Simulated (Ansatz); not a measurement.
Be2C (fluorite or antifluorite type, space group No. 225) under volume change, plane-wave PAW PBE (Ansatz code), scaled uniformly.

```json
[
 {"V (Å³/atom)": "6.146", "E − E(relaxed) (meV/atom)": "39.7", "P (GPa)": "22.46"},
 {"V (Å³/atom)": "6.349", "E − E(relaxed) (meV/atom)": "16.8", "P (GPa)": "13.93"},
 {"V (Å³/atom)": "6.552", "E − E(relaxed) (meV/atom)": "4.0", "P (GPa)": "6.50"},
 {"V (Å³/atom)": "6.754", "E − E(relaxed) (meV/atom)": "0.0", "P (GPa)": "0.01"},
 {"V (Å³/atom)": "6.957", "E − E(relaxed) (meV/atom)": "___", "P (GPa)": "___"},
 {"V (Å³/atom)": "7.160", "E − E(relaxed) (meV/atom)": "___", "P (GPa)": "___"},
 {"V (Å³/atom)": "7.362", "E − E(relaxed) (meV/atom)": "30.2", "P (GPa)": "-14.95"}
]
```

Problem. Fill in the missing entries.

Solution. 
- 6.957, E − E(relaxed) (meV/atom): 3.6
- 6.957, P (GPa): -5.66
- 7.160, E − E(relaxed) (meV/atom): 14.0
- 7.160, P (GPa): -10.61

Problem. What does a third-order Birch–Murnaghan fit give for V₀, B₀ and B′?

Solution. V₀ = 6.75 Å³/atom, B₀ = 202 GPa, B′ = 3.5.

Space group Fm-3m (fluorite or antifluorite type). The PBE relaxation kept the symmetry of its start.

Potentials: the earlier of the program's two PAW sets.
